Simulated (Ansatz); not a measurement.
Mg₃Sb₂ (A-La2O3 type, space group P-3m1)

```
Mg3Sb2
1.0
    4.59592     0.00000     0.00000
   -2.29796     3.98018     0.00000
    0.00000     0.00000     7.27158
Sb Mg
2 3
Cartesian
  0.00000   2.65345   1.64194
  2.29796   1.32673   5.62964
  0.00000   0.00000   0.00000
  0.00000   2.65345   4.59831
  2.29796   1.32673   2.67327
```

This relaxed cell (volume V₀) is scaled evenly in all directions, its shape held. The atoms relax within the cell's symmetry.

All values below come from PBE (plane waves to 420 eV, PAW, scalar-relativistic; Ansatz, a quantum-chemistry and plane-wave program). k mesh 12×12×7 (Γ-centred), Fermi-Dirac smearing 0.05 eV. The energy includes the smearing's −TS. Compression counts positive. With the shape held, the modulus is that of even scaling; a crystal free to change shape is softer. Mg3Sb2 was relaxed with its symmetry unable to fall. Spin-orbit coupling is left out, though Sb is heavy. ΔE is measured from the relaxed starting cell.

```json
[
 {"V (Å³/atom)": "22.347", "ΔE (meV/atom)": "120.7"},
 {"V (Å³/atom)": "23.198", "ΔE (meV/atom)": "72.4"},
 {"V (Å³/atom)": "24.049", "ΔE (meV/atom)": "38.3"},
 {"V (Å³/atom)": "24.901", "ΔE (meV/atom)": "16.0"},
 {"V (Å³/atom)": "25.752", "ΔE (meV/atom)": "3.8"},
 {"V (Å³/atom)": "26.603", "ΔE (meV/atom)": "0.0"},
 {"V (Å³/atom)": "27.454", "ΔE (meV/atom)": "3.4"},
 {"V (Å³/atom)": "28.306", "ΔE (meV/atom)": "12.7"},
 {"V (Å³/atom)": "29.157", "ΔE (meV/atom)": "27.2"},
 {"V (Å³/atom)": "30.008", "ΔE (meV/atom)": "withheld"},
 {"V (Å³/atom)": "30.860", "ΔE (meV/atom)": "68.2"}
]
```

Task: Fit a third-order Birch-Murnaghan form (E₀, V₀, B₀, B₀′ free) to the given rows and predict ΔE at V = 30.008.

Result: Least squares on the 10 given rows: ΔE = E₀ + (9V₀B₀/16)·y²·[2 + (B₀′ − 4)y], y = (V₀/V)^(2/3) − 1, with V₀ = 26.605 Å³/atom, B₀ = 41.73 GPa (160.2 GPa = 1 eV/Å³; the term in eV is multiplied by 1000), B₀′ = 4.29, E₀ = 0.04 meV/atom; root-mean-square residual 0.03 meV/atom. At 30.008 the fit gives 45.9 meV/atom; the calculation gives 45.9 meV/atom, the same to the digits shown. For the pressure the fit gives -3.9 GPa against the computed -3.9 GPa.

(Under strain, the slope of the energy per volume gives the stress and its curvature an elastic modulus.)
